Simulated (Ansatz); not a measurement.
NaTlO:
```
NaTlO
1.0
    3.48563     0.00000     0.00000
   -1.74281     3.01864     0.00000
    0.00000     0.00000    11.43008
Na Tl O
2 2 2
Direct
  0.66667   0.33333   0.89413
  0.33333   0.66667   0.39413
  0.33333   0.66667   0.11519
  0.66667   0.33333   0.61519
  0.00000   0.00000   0.99069
  0.00000   0.00000   0.49069
```

Relaxed with r²SCAN. Special points in fractions of this cell's reciprocal vectors: Γ (0.000, 0.000, 0.000); M (0.500, 0.000, 0.000); K (0.333, 0.333, 0.000); A (0.000, 0.000, 0.500); L (0.500, 0.000, 0.500); H (0.333, 0.333, 0.500).

### Question
List the band energies nearest the valence-band maximum at these points for r²SCAN with spin–orbit coupling in the plane-wave PAW code Ansatz.

### Answer
In eV from the valence-band maximum; about four levels below and three above (degenerate sets whole), none deeper than 8.9 eV; points with the same levels are listed once.

| k | below | above |
|---|---|---|
| Γ | -0.84 -0.84 -0.84 -0.84 -0.67 -0.67 | 1.29 1.29 3.20 3.20 |
| M | -0.61 -0.61 -0.20 -0.20 | 2.13 2.13 2.81 2.81 |
| K | -0.05 -0.03 -0.03 -0.01 | 3.20 3.23 3.81 3.81 |
| A | -0.84 -0.84 -0.84 -0.84 | 2.19 2.19 2.19 2.19 |
| L | -0.41 -0.41 -0.41 -0.41 | 2.44 2.44 2.44 2.44 |
| H | -0.03 -0.03 -0.02 -0.02 | 3.21 3.21 3.80 3.80 |

Space group P6_3mc. The workflow started from a Materials Project entry (that database holds measured and hypothetical structures alike); the Crystallography Open Database copy checked does not list it. Whether it is the stable phase at ambient conditions was not checked. The r²SCAN relaxation kept the symmetry of its start; its stability against distortions is not shown here.

Potentials: the later of the program's two PAW sets.
